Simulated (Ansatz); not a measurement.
# Property card for Br

Br:
Space group Immm (No. 71); a = 2.587 Å, b = 3.355 Å, c = 6.984 Å, α = β = γ = 90.00°

```tsv
atom	site	symmetry	x	y	z
Br	2a	mmm	0.0000	0.0000	0.0000
```
(The calculation used a cell of 1 atom; values per cell refer to that cell.)

Space group Immm (No. 71); conventional cell a = 2.5874 Å, b = 3.3547 Å, c = 6.9845 Å, α = 90.00°, β = 90.00°, γ = 90.00°.

Method: DFT-r²SCAN+D4 in the program Ansatz with PAW potentials. The cell and atoms are relaxed at this level. Other levels are named where they apply.

Cell and energy:

```json
{
 "volume_per_atom": "30.31 Å³",
 "density": "4.38 g/cm³"
}
```

Electronic structure:

```json
{
 "electronic_character": "metallic (no gap)",
 "Density of states at the Fermi level": "0.45 states/eV per atom (mean over ±0.08 eV)"
}
```

The first step of the workflow began from a Materials Project structure, measured or hypothetical; the Crystallography Open Database copy checked does not list it. It is not the usual solid phase (space group No. 64). The r²SCAN+D4 relaxation kept the symmetry of its start; whether a distortion lowers the energy is not shown. The substance is a gas or liquid at ambient conditions. With an odd number of electrons in the cell and no spin polarisation, the count alone makes it a metal. Scalar-relativistic: spin–orbit coupling is off unless named, which matters more the heavier the elements.

Potentials: the later of the program's two PAW sets.
